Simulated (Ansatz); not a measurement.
MgS (rock salt, space group No. 225) under volume change, r²SCAN in the plane-wave PAW code Ansatz, scaled uniformly.

```csv
V (Å³/atom),E − E(relaxed) (meV/atom),P (GPa)
16.023,41.6,9.10
16.551,17.5,5.59
17.079,4.1,2.58
17.608,0.0,0.00
18.136,3.8,-2.22
18.664,14.3,-4.13
19.192,30.7,-5.78
```

Question: What does a third-order Birch–Murnaghan fit give for V₀, B₀ and B′?

Answer: V₀ = 17.61 Å³/atom, B₀ = 79.8 GPa, B′ = 4.0.

Space group Fm-3m (rock salt). The r²SCAN relaxation kept the symmetry of its start.

Potentials: the later of the program's two PAW sets.
